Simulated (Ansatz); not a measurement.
Geometry optimisation in Ansatz: input, command and trajectory.

```yaml
crystal:
  lattice:
    - [3.6053642722, 0.0, 0.0]
    - [-1.8026821361, 3.1223370496, 0.0]
    - [0.0, 0.0, 11.3051929487]
  atoms:
    - { symbol: "Y", position: [0.0, 0.0, 0.0] }
    - { symbol: "Y", position: [0.0, 0.0, 0.5] }
    - { symbol: Mn, position: [0.3333333333, 0.6666666667, 0.25], spin: 3.46 }
    - { symbol: Mn, position: [0.6666666667, 0.3333333333, 0.75], spin: 3.46 }
    - { symbol: O, position: [0.0, 0.0, 0.25] }
    - { symbol: O, position: [0.0, 0.0, 0.75] }
    - { symbol: O, position: [0.3333333333, 0.6666666667, 0.084423472] }
    - { symbol: O, position: [0.6666666667, 0.3333333333, 0.584423472] }
    - { symbol: O, position: [0.3333333333, 0.6666666667, 0.415576528] }
    - { symbol: O, position: [0.6666666667, 0.3333333333, 0.915576528] }
basis:
  ecutwfc: 420
kpoints:
  mp_grid: { grid: [12, 12, 4] }
hamiltonian:
  xc: lda
scf:
  occupations: { method: gaussian, width: 0.1 }
output:
  forces: true
  stress: true
  eigenvalues: true
  populations: true
magnetization:
  spin_polarized: true
relax:
  adjacent_minimum: "off"
  f_tol: 0.005
  max_steps: 50
  cell: { stress_tol: 0.05 }
```

```bash
ansatz run input.yaml --threads 2 --pin off --max-ram 5120MiB --backend cpu --events-out ev --progress --plain --runs-dir out
```

These are results of DFT LDA, scalar-relativistic, plane waves, PAW (Ansatz), not measurements.

Of 9 frames 9 are shown, positions in Å and forces in eV/Å; the SCF threshold varies from step to step. Steps run on the plane waves of an earlier cell, with a Pulay correction in the pressure. The basis is chosen afresh for the last frame, the zero of the energies, and at times for earlier ones too; energy and pressure step there, also at an unchanged geometry. Here that happened at step 7 (3 meV/atom, -0.4 GPa); the frames before carry an error of that size.

```xyz
10
Lattice="3.6054 0.0000 0.0000 -1.8027 3.1223 0.0000 0.0000 0.0000 11.3052" Properties=species:S:1:pos:R:3:forces:R:3 pbc="T T T" step=1 free_energy_over_end_meV_per_atom=30.18 pressure_GPa=-10.88
Y     0.0000    0.0000    0.0000    0.0000    0.0000    0.0000
Y     0.0000    0.0000    5.6526    0.0000    0.0000    0.0000
Mn    0.0000    2.0816    2.8263    0.0000    0.0000    0.0000
Mn    1.8027    1.0408    8.4789    0.0000    0.0000    0.0000
O     0.0000    0.0000    2.8263    0.0000    0.0000    0.0000
O     0.0000    0.0000    8.4789    0.0000    0.0000    0.0000
O     0.0000    2.0816    0.9544    0.0000    0.0000    0.2152
O     1.8027    1.0408    6.6070    0.0000    0.0000    0.2152
O     0.0000    2.0816    4.6982    0.0000    0.0000   -0.2152
O     1.8027    1.0408   10.3508    0.0000    0.0000   -0.2152
10
Lattice="3.5385 0.0000 0.0000 -1.7692 3.0644 0.0000 0.0000 0.0000 10.9368" Properties=species:S:1:pos:R:3:forces:R:3 pbc="T T T" step=2 free_energy_over_end_meV_per_atom=2.10 pressure_GPa=0.55
Y     0.0000    0.0000    0.0000    0.0000    0.0000    0.0000
Y     0.0000    0.0000    5.4684    0.0000    0.0000    0.0000
Mn    0.0000    2.0429    2.7342    0.0000    0.0000    0.0000
Mn    1.7692    1.0215    8.2026    0.0000    0.0000    0.0000
O     0.0000    0.0000    2.7342    0.0000    0.0000    0.0000
O     0.0000    0.0000    8.2026    0.0000    0.0000    0.0000
O     0.0000    2.0429    0.8872    0.0000    0.0000    0.7536
O     1.7692    1.0215    6.3555    0.0000    0.0000    0.7536
O     0.0000    2.0429    4.5812    0.0000    0.0000   -0.7536
O     1.7692    1.0215   10.0496    0.0000    0.0000   -0.7536
10
Lattice="3.5233 0.0000 0.0000 -1.7616 3.0513 0.0000 0.0000 0.0000 11.0752" Properties=species:S:1:pos:R:3:forces:R:3 pbc="T T T" step=3 free_energy_over_end_meV_per_atom=-2.68 pressure_GPa=0.15
Y     0.0000    0.0000    0.0000    0.0000    0.0000    0.0000
Y     0.0000    0.0000    5.5376    0.0000    0.0000    0.0000
Mn    0.0000    2.0342    2.7688    0.0000    0.0000    0.0000
Mn    1.7616    1.0171    8.3064    0.0000    0.0000    0.0000
O     0.0000    0.0000    2.7688    0.0000    0.0000    0.0000
O     0.0000    0.0000    8.3064    0.0000    0.0000    0.0000
O     0.0000    2.0342    0.9423    0.0000    0.0000   -0.1554
O     1.7616    1.0171    6.4799    0.0000    0.0000   -0.1554
O     0.0000    2.0342    4.5953    0.0000    0.0000    0.1554
O     1.7616    1.0171   10.1330    0.0000    0.0000    0.1554
10
Lattice="3.5236 0.0000 0.0000 -1.7618 3.0515 0.0000 0.0000 0.0000 11.0788" Properties=species:S:1:pos:R:3:forces:R:3 pbc="T T T" step=4 free_energy_over_end_meV_per_atom=-2.81 pressure_GPa=-0.04
Y     0.0000    0.0000    0.0000    0.0000    0.0000    0.0000
Y     0.0000    0.0000    5.5394    0.0000    0.0000    0.0000
Mn    0.0000    2.0344    2.7697    0.0000    0.0000    0.0000
Mn    1.7618    1.0172    8.3091    0.0000    0.0000    0.0000
O     0.0000    0.0000    2.7697    0.0000    0.0000    0.0000
O     0.0000    0.0000    8.3091    0.0000    0.0000    0.0000
O     0.0000    2.0344    0.9380    0.0000    0.0000   -0.0118
O     1.7618    1.0172    6.4774    0.0000    0.0000   -0.0118
O     0.0000    2.0344    4.6014    0.0000    0.0000    0.0118
O     1.7618    1.0172   10.1408    0.0000    0.0000    0.0118
10
Lattice="3.5194 0.0000 0.0000 -1.7597 3.0479 0.0000 0.0000 0.0000 11.0974" Properties=species:S:1:pos:R:3:forces:R:3 pbc="T T T" step=5 free_energy_over_end_meV_per_atom=-2.87 pressure_GPa=0.05
Y     0.0000    0.0000    0.0000    0.0000    0.0000    0.0000
Y     0.0000    0.0000    5.5487    0.0000    0.0000    0.0000
Mn    0.0000    2.0319    2.7744    0.0000    0.0000    0.0000
Mn    1.7597    1.0160    8.3231    0.0000    0.0000    0.0000
O     0.0000    0.0000    2.7744    0.0000    0.0000    0.0000
O     0.0000    0.0000    8.3231    0.0000    0.0000    0.0000
O     0.0000    2.0319    0.9411    0.0000    0.0000    0.0005
O     1.7597    1.0160    6.4898    0.0000    0.0000    0.0005
O     0.0000    2.0319    4.6076    0.0000    0.0000   -0.0005
O     1.7597    1.0160   10.1563    0.0000    0.0000   -0.0005
10
Lattice="3.5200 0.0000 0.0000 -1.7600 3.0484 0.0000 0.0000 0.0000 11.0969" Properties=species:S:1:pos:R:3:forces:R:3 pbc="T T T" step=6 free_energy_over_end_meV_per_atom=-2.86 pressure_GPa=0.00
Y     0.0000    0.0000    0.0000    0.0000    0.0000    0.0000
Y     0.0000    0.0000    5.5485    0.0000    0.0000    0.0000
Mn    0.0000    2.0323    2.7742    0.0000    0.0000    0.0000
Mn    1.7600    1.0161    8.3227    0.0000    0.0000    0.0000
O     0.0000    0.0000    2.7742    0.0000    0.0000    0.0000
O     0.0000    0.0000    8.3227    0.0000    0.0000    0.0000
O     0.0000    2.0323    0.9410    0.0000    0.0000    0.0000
O     1.7600    1.0161    6.4894    0.0000    0.0000    0.0000
O     0.0000    2.0323    4.6075    0.0000    0.0000    0.0000
O     1.7600    1.0161   10.1560    0.0000    0.0000    0.0000
10
Lattice="3.5200 0.0000 0.0000 -1.7600 3.0484 0.0000 0.0000 0.0000 11.0969" Properties=species:S:1:pos:R:3:forces:R:3 pbc="T T T" step=7 free_energy_over_end_meV_per_atom=0.04 pressure_GPa=-0.42
Y     0.0000    0.0000    0.0000    0.0000    0.0000    0.0000
Y     0.0000    0.0000    5.5485    0.0000    0.0000    0.0000
Mn    0.0000    2.0323    2.7742    0.0000    0.0000    0.0000
Mn    1.7600    1.0161    8.3227    0.0000    0.0000    0.0000
O     0.0000    0.0000    2.7742    0.0000    0.0000    0.0000
O     0.0000    0.0000    8.3227    0.0000    0.0000    0.0000
O     0.0000    2.0323    0.9410    0.0000    0.0000    0.0006
O     1.7600    1.0161    6.4894    0.0000    0.0000    0.0006
O     0.0000    2.0323    4.6075    0.0000    0.0000   -0.0006
O     1.7600    1.0161   10.1560    0.0000    0.0000   -0.0006
10
Lattice="3.5167 0.0000 0.0000 -1.7583 3.0455 0.0000 0.0000 0.0000 11.0926" Properties=species:S:1:pos:R:3:forces:R:3 pbc="T T T" step=8 free_energy_over_end_meV_per_atom=-0.13 pressure_GPa=-0.01
Y     0.0000    0.0000    0.0000    0.0000    0.0000    0.0000
Y     0.0000    0.0000    5.5463    0.0000    0.0000    0.0000
Mn    0.0000    2.0304    2.7732    0.0000    0.0000    0.0000
Mn    1.7583    1.0152    8.3195    0.0000    0.0000    0.0000
O     0.0000    0.0000    2.7732    0.0000    0.0000    0.0000
O     0.0000    0.0000    8.3195    0.0000    0.0000    0.0000
O     0.0000    2.0304    0.9408    0.0000    0.0000    0.0001
O     1.7583    1.0152    6.4871    0.0000    0.0000    0.0001
O     0.0000    2.0304    4.6056    0.0000    0.0000   -0.0001
O     1.7583    1.0152   10.1519    0.0000    0.0000   -0.0001
10
Lattice="3.5167 0.0000 0.0000 -1.7583 3.0455 0.0000 0.0000 0.0000 11.0926" Properties=species:S:1:pos:R:3:forces:R:3 pbc="T T T" step=9 free_energy_over_end_meV_per_atom=0.00 pressure_GPa=-0.02
Y     0.0000    0.0000    0.0000    0.0000    0.0000    0.0000
Y     0.0000    0.0000    5.5463    0.0000    0.0000    0.0000
Mn    0.0000    2.0304    2.7732    0.0000    0.0000    0.0000
Mn    1.7583    1.0152    8.3195    0.0000    0.0000    0.0000
O     0.0000    0.0000    2.7732    0.0000    0.0000    0.0000
O     0.0000    0.0000    8.3195    0.0000    0.0000    0.0000
O     0.0000    2.0304    0.9408    0.0000    0.0000    0.0000
O     1.7583    1.0152    6.4871    0.0000    0.0000    0.0000
O     0.0000    2.0304    4.6056    0.0000    0.0000    0.0000
O     1.7583    1.0152   10.1519    0.0000    0.0000    0.0000
```

Time: 5.4 min on 2 threads of Arm Neoverse V1, with other jobs on the host, peak memory 0.87 GiB.

The state reached may not be the lowest one. The program reads another magnetic order as possibly lower. Moments started parallel, and an antiferromagnetic order may lie lower.